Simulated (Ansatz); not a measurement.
A plane-wave DFT run in Ansatz 0.2.0 (scalar-relativistic PAW potentials unless the input names others): input and command.

```yaml
crystal:
  lattice:
    - [4.3236103157, 0.0, 0.0]
    - [0.0, 4.3236103157, 0.0]
    - [0.0, 0.0, 4.258756161]
  atoms:
    - { symbol: Ga, position: [0.0, 0.5, 0.5] }
    - { symbol: Ga, position: [0.5, 0.0, 0.5] }
    - { symbol: Ga, position: [0.5, 0.5, 0.0] }
    - { symbol: Se, position: [0.0, 0.0, 0.0] }
basis:
  ecutwfc: "700 eV"
kpoints:
  mp_grid: { grid: [12, 12, 12] }
hamiltonian:
  xc: pbe
  dispersion: d3bj
scf:
  occupations: { method: gaussian, width: 0.15 }
output:
  forces: true
  eigenvalues: true
  stress: true
```

```bash
ansatz run input.yaml --threads 2 --pin off --max-ram 5120MiB --backend cpu --events-out ev --progress --plain --runs-dir out
```

Abridged log:
```
Pseudopotentials: kind: paw
Pseudopotential: Ga, paw, valence charge 13, recommended cutoff 420 eV (normal)
Pseudopotential: Se, paw, valence charge 16, recommended cutoff 420 eV (normal)
Functional definition: PBE
Crystal: 4 atoms, lattice volume = 79.612 Å³
Basis set: ecut = 700 eV, 3343 PW (Γ), exchange–correlation on 80×80×80 points (8 copies of the dense FFT grid, shifted against one another)
Bands: 33, of which v1, the nominal top of the filled ones, is band 28 counted from 1 (27 counted from 0)
Symmetry: 16 space group operations
Space group: P4/mmm (ITA 123), of the structure as read, at distance tolerance 4.3e-5 Å
k-points: 196 of 1728
Initial density: superposition of atomic densities (neutral atoms: chi_scale 0, normalization atom), corrected by the library's trained network
Initial wavefunctions: pseudopotential atomic-orbital guess
Functional: x = pbe(κ = 0.804, μ = 0.21951497), c = pbe(β = 0.06672455)
SCF iter   1: F=—  HF=-16819.567082 eV  |F-HF|=—  |Δ(HF+E_count)|=         —  Δρ=8.86e-4  dr2=3.06e-4  ethr=1.77e-3  ⟨swp⟩=6.6  Hψ=25373  notcnv=0
SCF iter   2: F=—  HF=-16819.565415 eV  |F-HF|=—  |Δ(HF+E_count)|=   1.67e-3  Δρ=5.20e-4  dr2=1.22e-4  ethr=5.57e-7  ⟨swp⟩=2.5  Hψ=13791  notcnv=0
SCF iter   3: F=—  HF=-16819.565566 eV  |F-HF|=—  |Δ(HF+E_count)|=   1.51e-4  Δρ=2.36e-4  dr2=2.89e-5  ethr=2.21e-7  ⟨swp⟩=2.0  Hψ=10729  notcnv=0
SCF iter   4: F=—  HF=-16819.565529 eV  |F-HF|=—  |Δ(HF+E_count)|=   3.70e-5  Δρ=7.28e-5  dr2=4.68e-6  ethr=5.26e-8  ⟨swp⟩=2.1  Hψ=11011  notcnv=0
SCF iter   5: F=—  HF=-16819.565530 eV  |F-HF|=—  |Δ(HF+E_count)|=   1.45e-6  Δρ=3.93e-5  dr2=1.27e-6  ethr=8.51e-9  ⟨swp⟩=2.0  Hψ=11707  notcnv=0
SCF iter   6: F=—  HF=-16819.565530 eV  |F-HF|=—  |Δ(HF+E_count)|=   1.56e-7  Δρ=3.26e-5  dr2=4.96e-7  ethr=2.30e-9  ⟨swp⟩=2.0  Hψ=11704  notcnv=0
SCF iter   7: F=-16819.565530 eV  HF=-16819.565530 eV  |F-HF|=2.94e-8  |Δ(HF+E_count)|=   4.26e-7  Δρ=6.67e-6  dr2=2.38e-8  ethr=1.82e-10  ⟨swp⟩=6.5  Hψ=35303  notcnv=0
SCF 1 converged in 7 iterations: F = -16819.565530 eV  dr2 = 2.38e-8
SCF converged after 7 iterations
Free energy (F): -16819.565530 eV
Harris-Foulkes:  -16819.565530 eV  (|F-HF|=2.94e-8)
Internal energy: -16819.548508 eV  (E = F + TS)
E sigma→0 (E₀):  -16819.557019 eV
Entropy (-TS):   -0.017022 eV (-4.256 meV/atom)
Fermi energy:    9.869101 eV
  E_disp       = -1.284628  (pairwise vdW)
--- Forces (eV/Å), atoms counted from 1 ---
  atom   1  Ga     0.00000000     0.00000000     0.00000000
  atom   2  Ga     0.00000000     0.00000000     0.00000000
  atom   3  Ga     0.00000000     0.00000000     0.00000000
  atom   4  Se     0.00000000     0.00000000     0.00000000
--- Stress (GPa, compression-positive) ---
        0.751849       0.000000       0.000000
        0.000000       0.751849       0.000000
        0.000000       0.000000       0.780474
  P = ⅓ Tr σ = 0.7614 GPa (7.614 kbar)
```

Apart from outputs and empty bands, the input differs from a reference run on usual settings in basis.ecutwfc: 420 → "700 eV". The reference, at the same geometry (not necessarily relaxed), gave pressure 0.77 GPa, largest force 0.000 eV/Å, no gap on the mesh. This run converged in 7 SCF iterations (reference: 6) with an energy at zero smearing 1.15 meV/atom below the reference's, pressure 0.76 GPa, largest force 0.000 eV/Å, no gap on the mesh.

It took 15 s on 2 threads of Intel(R) Xeon(R) 6975P-C (Granite Rapids), with other jobs on the host, peak memory 1 GiB.